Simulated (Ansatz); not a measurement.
All numbers below come from DFT PBE, scalar-relativistic, plane waves, PAW, and for the lanthanide a 4f-in-core norm-conserving potential (Ansatz 0.2.0). All cells share a 630 eV cutoff and Γ-centred k meshes spaced at most about 0.3 Å⁻¹ (about 0.25 or finer for metals, 2π included). Collinear spin in cells that started with moments and kept them past the coarse steps, no spin elsewhere.

These are static total energies at zero pressure. All come from trial cells, and lower structures may exist.

Question: These unrelaxed guesses for Dy3Re are each relaxed within their symmetry. Order them by the energy at which they end, lowest first.
A.

Space group Pm-3m (No. 221). a = 4.474 Å, b = 4.474 Å, c = 4.474 Å, α = 90.00°, β = 90.00°, γ = 90.00°
```
atom  site  symmetry       x       y       z
  Dy    3c    4/mm.m  0.0000  0.5000  0.5000
  Re    1a      m-3m  0.0000  0.0000  0.0000
```

B.

Space group Fm-3m (No. 225). a = 7.949 Å, b = 7.949 Å, c = 7.949 Å, α = 90.00°, β = 90.00°, γ = 90.00°
```
atom  site  symmetry       x       y       z
  Dy    8c      -43m  0.2500  0.7500  0.7500
  Dy    4b      m-3m  0.5000  0.0000  0.0000
  Re    4a      m-3m  0.0000  0.0000  0.0000
```

C.

Space group Pm-3n (No. 223). a = 5.433 Å, b = 5.433 Å, c = 5.433 Å, α = 90.00°, β = 90.00°, γ = 90.00°
```tsv
atom	site	symmetry	x	y	z
Dy	6c	-4m.2	0.2500	0.0000	0.5000
Re	2a	m-3.	0.0000	0.0000	0.0000
```

Answer: B (ends in Fm-3m, BiF3 (D0_3) type, 0 meV/atom), A (ends in Pm-3m, Cu3Au (L1_2) type, 51 meV/atom), C (ends in Pm-3n, A15 type, 127 meV/atom). Even the lowest end lies +0.30 eV/atom against the elements.

Spin–orbit coupling, which can matter for Re, is left out. Cells relaxed within their symmetry can be saddle points. Some types were kept out of the candidates beforehand, so the set may lack a known form.

The lanthanide is trivalent by construction, without f bands, f moments or other valences. The reference runs of the other elements, and any phases without the lanthanide, used 420 eV, which shifts energies against them by under 10 meV/atom. The lanthanide's reference is the lowest of its hcp, dhcp and fcc cells.
